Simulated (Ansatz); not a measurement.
Values for one crystal, relaxed and computed with plane-wave PAW r²SCAN (Ansatz code); other levels are named.

- Volume per atom: 16.52 Å³
- Electronic character: metallic (no gap)
- Hill bulk and shear moduli: 113 and 47.7 GPa
- Elastic constants (relaxed ions, GPa): C11 = 148, C12 = 105, C13 = 69.4, C33 = 244, C44 = 81.6
- Zone-centre stability: no imaginary mode at Γ
- Poisson's ratio: 0.32
- Young's modulus: 125 GPa

Which compound is it?
A) AlNi, rock salt
B) TaAl, rock salt
C) TiAl, P-6m2 (Ti on 1a, Al on 1d)
D) Al2Cu, I4/mcm (Cu on 4a, Al on 8h)

C, TiAl, P-6m2 (Ti on 1a, Al on 1d)

The first step of the workflow began from a Materials Project structure, measured or hypothetical; the Crystallography Open Database copy checked does not list it. With Ti and Al taken as one species the cell has the higher symmetry P6_3/mmc, so it may be an ordered model of a mixed-site phase. It is not the phase usual at ambient conditions (space group No. 123). Symmetry was held in the r²SCAN relaxation. The run is not spin-polarised. As this level gives no gap, shear constants depend on the k-mesh and smearing (Fermi–Dirac, 0.1 eV here).

Potentials: the earlier of the program's two PAW sets.
